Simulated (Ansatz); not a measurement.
Consider the following.

Ta₂O₅:
Space group Pmmn, origin choice 1 (No. 59); a = 3.8362 Å, b = 13.0034 Å, c = 3.8764 Å, α = β = γ = 90.00°

| atom | site | symmetry | x | y | z |
|---|---|---|---|---|---|
| Ta | 4e | m.. | 0.0000 | 0.1459 | 0.0300 |
| O | 4e | m.. | 0.5000 | 0.1851 | 0.0027 |
| O | 4e | m.. | 0.0000 | 0.1493 | 0.5095 |
| O | 2a | mm2 | 0.0000 | 0.0000 | 0.0063 |

This is the r²SCAN-relaxed structure.

**Question.** All from r²SCAN in the plane-wave PAW code Ansatz, unless another level is named. Estimate the electron effective mass with spin–orbit coupling.

**Answer.** 0.29, 0.39, 6.1 mₑ (principal values).

**Question.** Give the formation energy from the elements (no fitted shifts).

**Answer.** -3.05 eV/atom.

**Question.** What about the weight of the conduction-edge state by species (Voronoi cells)?

**Answer.** Ta 70 %, O 30 %.

**Question.** Next, the conduction-band minimum?

**Answer.** at Γ.

The workflow started from a Materials Project entry (that database holds measured and hypothetical structures alike); the Crystallography Open Database copy checked does not list it. COD files the formula under space group No. 49, so this cell is another polymorph or a model. Its standing as an ambient phase is unchecked. The r²SCAN relaxation kept the symmetry of its start; whether a distortion lowers the energy is not shown. The run is not spin-polarised. The references are the lowest solids computed at this level, not always the standard phases (solids in place of the gases). Spin–orbit coupling is left out wherever it is not named.

Potentials: the later of the program's two PAW sets.

Edges and masses are those of Kohn–Sham bands, whose gap is no quasiparticle gap.
